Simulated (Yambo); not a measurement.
Yambo run on CdOFH (space group P2_1, No. 4, within 0.06 Å of Pmn2_1). The wavefunctions come from this Quantum ESPRESSO step (LDA, PseudoDojo standard norm-conserving files, scalar-relativistic):

```
&CONTROL
  calculation = 'nscf'
  pseudo_dir = './pseudo'
  outdir = './out'
/
&SYSTEM
  ibrav = 0
  nat = 8
  ntyp = 4
  ecutwfc = 102.0
  ecutrho = 408.0
  occupations = 'fixed'
  force_symmorphic = .true.
  nbnd = 156
/
&ELECTRONS
  conv_thr = 8e-09
  diago_full_acc = .true.
  diago_thr_init = 1e-08
/
ATOMIC_SPECIES
H 1.0080 H.upf
O 15.9990 O.upf
F 18.9984 F.upf
Cd 112.4140 Cd.upf
CELL_PARAMETERS angstrom
  3.534360000000   0.000000000000   0.000000000000
  0.000000000000   4.844690000000   0.000000000000
 -0.008163000000   0.000000000000   5.627954000000
ATOMIC_POSITIONS crystal
H   0.749700000000   0.684170000000   0.272400000000
H   0.250300000000   0.184170000000   0.727600000000
O   0.248160000000   0.021550000000   0.619690000000
O   0.751840000000   0.521550000000   0.380310000000
F   0.248870000000   0.479750000000   0.894200000000
F   0.751130000000   0.979750000000   0.105800000000
Cd   0.747760000000   0.754530000000   0.733370000000
Cd   0.252240000000   0.254530000000   0.266630000000
K_POINTS automatic
4 2 2 0 0 0
```

Yambo input:

```
rim_cut
gw0
dyson
el_el_corr
HF_and_locXC
ppa
em1d
RandQpts= 1000000
RandGvec= 1 Ry
EXXRLvcs= 102 Ry
VXCRLvcs= 408 Ry
Chimod= "HARTREE"
% BndsRnXp
 9 | 155 |
%
NGsBlkXp= 7 Ry
% LongDrXp
 1.0 | 1.0 | 1.0 |
%
PPAPntXp= 27.2114 eV
% GbndRnge
 1 | 155 |
%
GTermKind= "BG"
DysSolver= "n"
ExtendOut
% QPkrange
 1 | 1 | 34 | 35 |
 2 | 2 | 34 | 35 |
%
```

k points by index: 1 = Γ, 2 = (0, 0, -0.5).

The o-*.qp file then holds:

```
#    K-point    Band    Eo [eV]    E [eV]    E-Eo [eV]    Vxc [eV]    Vnlxc [eV]    Sc|Eo [eV]    Sc|E [eV]    dSc/dw|Eo [eV]    Re(Z)    Im(Z)
#
    1    34    -0.046513    -1.073830    -1.027318    -21.08905    -26.75736    4.369100    4.640998    -7.201000    0.790742    -0.001339
    1    35    1.623776    2.769264    1.145488    -12.70670    -8.163819    -3.199376    -3.397397    -4.703735    0.852616    -0.876971E-3
    2    34    0.000000    -1.018031    -1.018031    -21.15984    -26.82780    4.379892    4.649931    -7.217017    0.790374    -0.001335
    2    35    3.864525    5.179442    1.314916    -15.39226    -10.85214    -2.969769    -3.225208    -5.285826    0.837344    -0.001056
```
(The two width columns are left out.) Convergence of these settings isn't established.

Spin-orbit coupling is not included.

Geometry of the Materials Project entry, not relaxed at this level.

The structure is a Materials Project entry; no match was found in the copy of COD used, and its stability was not checked.
